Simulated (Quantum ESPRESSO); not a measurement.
```xyz
3
Lattice="0.0000 3.1620 3.1620 3.1620 0.0000 3.1620 3.1620 3.1620 0.0000" Properties=species:S:1:pos:R:3 pbc="T T T"
Mg     1.5810     1.5810     1.5810
Mg     4.7431     4.7431     4.7431
Si     0.0000     0.0000     0.0000
```

Cell and atoms were relaxed with PBEsol from Materials Project entry mp-1367, within its symmetry.

Task: What does norm-conserving PBEsol (Quantum ESPRESSO, 84 Ry, scalar-relativistic) give for the electronic structure near the Fermi level?

Result: The PBEsol gap is indirect, 0.11 eV, from Γ to X; the smallest direct gap is 1.87 eV.
